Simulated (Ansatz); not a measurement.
SiO₂:
```
CELL_PARAMETERS angstrom
      4.92029     0.00000     0.00000
     -2.46014     4.26110     0.00000
      0.00000     0.00000     5.41615
ATOMIC_POSITIONS crystal
  Si 0.46894 0.00000 0.66667
  Si 0.00000 0.46894 0.33333
  Si 0.53106 0.53106 0.00000
  O  0.41316 0.26907 0.78454
  O  0.73093 0.14408 0.45121
  O  0.85592 0.58684 0.11787
  O  0.26907 0.41316 0.21546
  O  0.14408 0.73093 0.54879
  O  0.58684 0.85592 0.88213
```

Tensor components refer to the Cartesian frame of this cell.

Q: Give the proper piezoelectric stress tensor with relaxed ions from plane-wave PAW r²SCAN (Ansatz code).

A: In C/m², rows x, y, z, Voigt columns; mesh uncertainty up to 0.00.
```
 0.17  -0.17   0.00   0.04   0.00   0.00
 0.00   0.00   0.00   0.00  -0.04  -0.17
 0.00   0.00   0.00   0.00   0.00   0.00
```

The elastic tensor of the same run (GPa):

|  | 1 | 2 | 3 | 4 | 5 | 6 |
|---|---|---|---|---|---|---|
| 1 | 86.3 | 8.7 | 12.3 | 18.2 | 0.0 | 0.0 |
| 2 | 8.7 | 86.3 | 12.3 | -18.2 | 0.0 | 0.0 |
| 3 | 12.3 | 12.3 | 107 | 0.0 | 0.0 | 0.0 |
| 4 | 18.2 | -18.2 | 0.0 | 59.2 | 0.0 | 0.0 |
| 5 | 0.0 | 0.0 | 0.0 | 0.0 | 59.2 | 18.2 |
| 6 | 0.0 | 0.0 | 0.0 | 0.0 | 18.2 | 38.8 |

Q: Convert to strain constants d = e·S.

A: In pC/N:
```
 2.3  -2.3   0.0  -0.7   0.0   0.0
 0.0   0.0   0.0   0.0   0.7  -4.7
 0.0   0.0   0.0   0.0   0.0   0.0
```

Space group P3_221. Symmetry was held in the r²SCAN relaxation; phonons on a q-mesh show no instability.

Potentials: the later of the program's two PAW sets.
